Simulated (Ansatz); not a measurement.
# Al2GaN3: hydrostatic pressure series

These are results of Ansatz 0.2.0, DFT PBEsol, scalar-relativistic, plane waves, PAW, not measurements. Settings: 420 eV cutoff, 8×8×4 k-mesh, Gaussian smearing of 0.02 eV, no spin polarisation.

The relaxed crystal:

```yaml
crystal:
  lattice:
    - [5.74321, -1.56788, 0.00091]
    - [5.74321, 1.56788, 0.00091]
    - [-1.89621, 0.00000, 7.17535]
  atoms:
    - { symbol: Al, position: [0.94421, 0.94421, 0.38923] }
    - { symbol: Al, position: [0.88893, 0.88893, 0.77670] }
    - { symbol: Al, position: [0.22314, 0.22314, 0.44451] }
    - { symbol: Al, position: [0.55405, 0.55405, 0.11303] }
    - { symbol: Ga, position: [0.27708, 0.27708, 0.05762] }
    - { symbol: Ga, position: [0.60965, 0.60965, 0.72179] }
    - { symbol: N, position: [0.14761, 0.14761, 0.18500] }
    - { symbol: N, position: [0.48165, 0.48165, 0.85245] }
    - { symbol: N, position: [0.81833, 0.81833, 0.51506] }
    - { symbol: N, position: [0.76440, 0.76440, 0.90172] }
    - { symbol: N, position: [0.09530, 0.09530, 0.56471] }
    - { symbol: N, position: [0.43101, 0.43101, 0.24298] }
```

Cell and atoms are relaxed at each pressure within the symmetry of the start, at zero temperature, so transitions that lower the symmetry aren't seen. The k-mesh given is that at zero pressure and may differ at others. a, b and c are the lengths of the cell vectors above. Gaps are Kohn–Sham gaps over the whole zone.

```
P (GPa) V (Å³/atom) V/V0  a (Å) b (Å) c (Å)
     -2        10.88  1.011  5.975  5.975  7.448
      0        10.77  1.000  5.953  5.953  7.422
      2        10.66  0.990  5.932  5.932  7.396
      5        10.51  0.976  5.904  5.904  7.361
     10        10.28  0.955  5.859  5.859  7.307
     20         9.89  0.918  5.779  5.779  7.210
```

**Question.** What bulk modulus and pressure derivative fit these points?

**Answer.** A third-order Birch–Murnaghan fit gives B0 = 197 GPa and B0' = 4.0.

**Question.** What does pressure do to the gap?

**Answer.** The gaps are 3.18 eV at -2 GPa, 3.26 eV at 0 GPa, 3.34 eV at 2 GPa, 3.44 eV at 5 GPa, 3.61 eV at 10 GPa, 3.92 eV at 20 GPa.